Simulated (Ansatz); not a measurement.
A distorted cell of Ti (hcp, Mg type):

```yaml
crystal:
  lattice:
    - [2.93591, 0.00000, 0.00000]
    - [-1.46796, 2.54258, 0.00000]
    - [0.00000, 0.00000, 4.63642]
  atoms:
    - { symbol: Ti, position: [0.35693, 0.71386, 0.75000] }
    - { symbol: Ti, position: [0.64307, 0.28614, 0.25000] }
```

The numbers are results of r2SCAN (plane waves to 500 eV, PAW, scalar-relativistic; Ansatz, an electronic-structure program), not measurements. k mesh 18×18×10 (Γ-centred), Fermi-Dirac smearing 0.05 eV. Stress and pressure are positive under compression. With partly filled bands, energies and forces of such displacements shift with the k mesh and the smearing. Ti is run without spin polarisation. Ti was relaxed with its symmetry unable to fall.

Task: Predict the force on every atom, in eV/Å.

Result: 
| atom | Fx | Fy | Fz |
|---|---|---|---|
| Ti1 | 0.000 | -0.396 | 0.000 |
| Ti2 | 0.000 | 0.396 | 0.000 |

Task: What is the stress tensor (GPa)?

Result: 
```
   -4.4      0.0      0.0
    0.0      3.1      0.0
    0.0      0.0      0.4
```
The pressure, a third of the trace, is -0.3 GPa.

(A displaced cell: forces are minus the slopes of the energy, force constants its curvatures, and phonons follow from these.)
